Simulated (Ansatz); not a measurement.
Total density of states per atom from r²SCAN+D4 in the plane-wave PAW code Ansatz, in 0.25 eV bins, energy from the Fermi level:

```
E (eV)  states/eV/atom
------  --------------
-7.85             0.23
-7.60             0.27
-7.35             0.32
-7.10             0.42
-6.85             0.40
-6.60             0.36
-6.35             0.39
-6.10             0.42
-5.85             0.36
-5.60             0.40
-5.35             0.47
-5.10             0.42
-4.85             0.44
-4.60             0.35
-4.35             0.26
-4.10             0.23
-3.85             0.21
-3.60             0.20
-3.35             0.20
-3.10             0.34
-2.85             0.38
-2.60             0.27
-2.35             0.21
-2.10             0.20
-1.85             0.21
-1.60             0.24
-1.35             0.24
-1.10             0.22
-0.85             0.16
-0.60             0.14
-0.35             0.20
-0.10             0.19
0.15              0.27
0.40              0.30
0.65              0.36
0.90              0.32
1.15              0.32
1.40              0.31
1.65              0.33
1.90              0.32
2.15              0.24
2.40              0.27
2.65              0.30
2.90              0.30
3.15              0.36
3.40              0.26
3.65              0.32
3.90              0.31
4.15              0.39
4.40              0.44
4.65              0.52
```

Which of these materials gives this?
A) Y2N, P4/nmm (Y on 2a, Y on 2c, N on 2c)
B) Ge2BN, R3m (B on 3a, N on 3a, Ge on 3a, Ge on 3a)
C) BP, P6_3/mmc (B on 2c, P on 2d)
D) TiTe2, R3m (Ti on 3a, Te on 3a, Te on 3a)

B, Ge2BN, R3m (B on 3a, N on 3a, Ge on 3a, Ge on 3a). Within 0.5 eV of the Fermi level: Ge 4p 43 %, B 2p 22 %, N 2p 11 %, Ge 4s 10 %, N 2s 10 %. Projections are on Löwdin-orthogonalised atomic valence shells; empty p or d shells of many metals are not among them.

The start of the workflow was typed in or built on a structure type; neither database checked (COD, Materials Project) lists it. Its standing as an ambient phase is unchecked. The r²SCAN+D4 relaxation kept the symmetry of its start; whether a distortion lowers the energy is not shown. Its formation energy is positive at this level, so the cell may be metastable or incomplete. Spin–orbit coupling is left out wherever it is not named.

Potentials: the earlier of the program's two PAW sets.
